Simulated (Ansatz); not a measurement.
Starting structure, 1 C2H2 a cell, flat, over a bridge Rh-Rh site (Rh, Fm-3m (No. 225), (1 0 0) face):

```yaml
crystal:
  lattice:
    - [5.36480, 0.00000, 0.00000]
    - [0.00000, 5.36480, 0.00000]
    - [0.00000, 0.00000, 23.69022]
  atoms:
    - { symbol: Rh, position: [0.25000, 0.25000, 0.33769] }
    - { symbol: Rh, position: [0.25000, 0.75000, 0.33769] }
    - { symbol: Rh, position: [0.75000, 0.25000, 0.33769] }
    - { symbol: Rh, position: [0.75000, 0.75000, 0.33769] }
    - { symbol: Rh, position: [0.50000, 0.50000, 0.41776] }
    - { symbol: Rh, position: [0.50000, 0.00000, 0.41776] }
    - { symbol: Rh, position: [0.00000, 0.50000, 0.41776] }
    - { symbol: Rh, position: [0.00000, 0.00000, 0.41776] }
    - { symbol: Rh, position: [0.75000, 0.75000, 0.49857] }
    - { symbol: Rh, position: [0.75000, 0.25000, 0.49857] }
    - { symbol: Rh, position: [0.25000, 0.75000, 0.49857] }
    - { symbol: Rh, position: [0.25000, 0.25000, 0.49857] }
    - { symbol: Rh, position: [0.00000, 0.00000, 0.57673] }
    - { symbol: Rh, position: [0.00000, 0.50000, 0.57673] }
    - { symbol: Rh, position: [0.50000, 0.00000, 0.57673] }
    - { symbol: Rh, position: [0.50000, 0.50000, 0.57673] }
    - { symbol: C, position: [0.00000, 0.25000, 0.70337] }
    - { symbol: C, position: [0.21634, 0.31063, 0.70337] }
    - { symbol: H, position: [0.81003, 0.19675, 0.70337] }
    - { symbol: H, position: [0.40631, 0.36388, 0.70337] }
```

Level of theory: Ansatz, DFT PBE+D3(BJ), scalar-relativistic, plane waves, PAW. Cutoff 420 eV; k points 4×4×1 on the computed 20-atom cell (Γ-centred); Gaussian smearing, width 0.10 eV; no spin polarisation. A dipole correction removes the field between periodic images along c.

Atoms 1, 2, 3, 4, 5, 6, 7, 8 (counted from 1) are held. The cell is fixed. Force threshold 0.04 eV/Å.

```csv
step,E − E_final (eV),largest force (eV/Å)
1,2.934,0.428
2,2.856,0.257
3,2.772,0.395
4,2.633,0.621
5,2.419,0.966
6,2.124,1.197
7,1.856,1.186
8,1.450,1.687
9,1.112,1.926
10,0.729,1.945
11,0.312,1.277
12,0.157,0.861
13,0.043,0.471
14,0.009,0.140
15,0.001,0.078
16,0.000,0.010
```

(1) What is the final structure?

The end is the local minimum or symmetric point that this start leads to. The slab is only 5.7 Å thick, so the energy isn't converged with thickness.

## Answers

(1)
```xyz
20
Lattice="5.3648 0.0000 0.0000 0.0000 5.3648 0.0000 0.0000 0.0000 23.6902" Properties=species:S:1:pos:R:3 pbc="T T T"
Rh    1.3412    1.3412    8.0000
Rh    1.3412    4.0236    8.0000
Rh    4.0236    1.3412    8.0000
Rh    4.0236    4.0236    8.0000
Rh    2.6824    2.6824    9.8967
Rh    2.6824    0.0000    9.8967
Rh    0.0000    2.6824    9.8967
Rh    0.0000    0.0000    9.8967
Rh    4.0275    4.0192   11.7998
Rh    4.0239    1.3400   11.7958
Rh    1.3423    4.0232   11.7956
Rh    1.3404    1.3420   11.8044
Rh    0.0087    0.0085   13.6850
Rh   -0.0412    2.7239   13.7741
Rh    2.7012   -0.0193   13.6513
Rh    2.6741    2.6734   13.6851
C     0.5298    1.1660   15.2119
C     1.5155    2.1513   15.2115
H    -0.0042    0.8989   16.1359
H     1.7828    2.6854   16.1354
```

Cost: 1 run of about 39 core-minutes, on Arm Neoverse V2 (shared hosts).